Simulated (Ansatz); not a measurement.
Ge₃PbSe₄:
```
Ge3PbSe4
1.0
    4.27273     0.00000     0.00000
    0.00000     3.91171     0.00000
   -0.04007     0.00000    10.92287
Ge Pb Se
3 1 4
Direct
  0.13115   0.00000   0.89053
  0.61675   0.50000   0.63205
  0.87846   0.50000   0.11131
  0.41849   0.00000   0.39456
  0.48468   0.00000   0.12620
  0.00351   0.00000   0.64971
  0.51499   0.50000   0.85593
  0.95195   0.50000   0.33960
```

Relaxed with LDA. Special points in fractions of this cell's reciprocal vectors: Γ (0.000, 0.000, 0.000); Z (0.000, 0.500, 0.000); D (0.000, 0.500, 0.500); B (0.000, 0.000, 0.500); A (-0.500, 0.000, 0.500); E (-0.500, 0.500, 0.500); C2 (-0.500, 0.500, 0.000); Y2 (-0.500, 0.000, 0.000).

Question: List the band energies nearest the valence-band maximum at these points for DFT-LDA in the program Ansatz with PAW potentials.

Answer: In eV from the valence-band maximum; about four levels below and three above (degenerate sets whole), none deeper than 8.9 eV; points with the same levels are listed once.

```json
[
 {"k": "Γ", "below": "-1.43 -1.31 -0.87 -0.51", "above": "0.45 2.31 2.42"},
 {"k": "Z", "below": "-1.28 -1.27 -1.06 -0.84", "above": "0.73 0.90 1.18"},
 {"k": "D", "below": "-1.73 -1.60 -1.20 -0.86", "above": "1.09 1.32 1.49"},
 {"k": "B", "below": "-2.06 -1.63 -0.60 -0.53", "above": "1.93 2.33 2.38"},
 {"k": "A", "below": "-0.86 -0.75 -0.48 -0.12", "above": "0.69 1.20 1.58"},
 {"k": "E", "below": "-1.84 -1.66 -1.59 -1.51", "above": "1.89 2.23 2.58"},
 {"k": "C2", "below": "-2.67 -2.41 -1.64 -1.53", "above": "2.59 2.67 3.11"},
 {"k": "Y2", "below": "-1.14 -0.96 -0.53 -0.12", "above": "0.77 1.17 1.58"}
]
```

Space group Pm. The first step of the workflow began from a Materials Project structure, measured or hypothetical; the Crystallography Open Database copy checked does not list it. Its standing as an ambient phase is unchecked. Symmetry was held in the LDA relaxation; of distortions, only those at the zone centre were tested. A crystal of weakly bound layers computed without a dispersion correction: the cell and the soft elastic constants depend strongly on that. Scalar-relativistic: spin–orbit coupling is off unless named, which matters more the heavier the elements.

Potentials: the later of the program's two PAW sets.
